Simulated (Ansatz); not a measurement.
CaH2O2:
Space group P-3m1 (No. 164); a = 3.498 Å, b = 3.498 Å, c = 4.618 Å, α = 90.00°, β = 90.00°, γ = 120.00°

```json
[
 {"atom": "Ca", "site": "1a", "symmetry": "-3m.", "x": "0.0000", "y": "0.0000", "z": "0.0000"},
 {"atom": "H", "site": "2d", "symmetry": "3m.", "x": "0.3333", "y": "0.6667", "z": "0.4578"},
 {"atom": "O", "site": "2d", "symmetry": "3m.", "x": "0.3333", "y": "0.6667", "z": "0.2461"}
]
```

Relaxed with LDA. The program Ansatz at the LDA level (PAW) gives a gap of 4.35 eV.

Question: What gap does HSE06 give on the same cell (Ansatz, PAW)?

Answer: 6.40 eV, 2.05 eV more. The hybrid was solved on a coarser mesh and at special points; the gap given is the minimum over both.

| k | v1 LDA | c1 LDA | v1 HSE06 | c1 HSE06 |
|---|---|---|---|---|
| Γ | 0.00 | 4.35 | 0.00 | 6.40 |
| A | -0.33 | 6.10 | (withheld) | (withheld) |
| K | -0.14 | 6.79 | (withheld) | (withheld) |
| H | -1.03 | 8.00 | -1.07 | 10.35 |
| M | -0.69 | 5.64 | (withheld) | (withheld) |
| L | -0.28 | 6.79 | (withheld) | (withheld) |

Question: Top valence (v1) and lowest conduction level (c1) in eV from each method's valence maximum (which need not be a listed point): supply the withheld HSE06 values.

Answer: 
- A, v1 HSE06: -0.35
- A, c1 HSE06: 8.27
- K, v1 HSE06: -0.16
- K, c1 HSE06: 9.03
- L, v1 HSE06: -0.30
- L, c1 HSE06: 9.06
- M, v1 HSE06: -0.69
- M, c1 HSE06: 7.81

Cost on shared cores: the LDA run (SCF on a 9×9×6 mesh, then bands and DOS) very roughly 19 core-seconds, the HSE06 run (SCF on 5×5×4, then a few points) very roughly 90 core-seconds; the tasks are unlike.

The first step of the workflow began from a Materials Project structure, measured or hypothetical; the Crystallography Open Database files this formula in space group No. 164, but the cells were not matched. Its standing as an ambient phase is unchecked. The cell was relaxed with LDA under the symmetry of its start; whether a distortion lowers the energy is not shown. A crystal of weakly bound layers computed without a dispersion correction: the cell and the soft elastic constants depend strongly on that.

Potentials: the later of the program's two PAW sets.
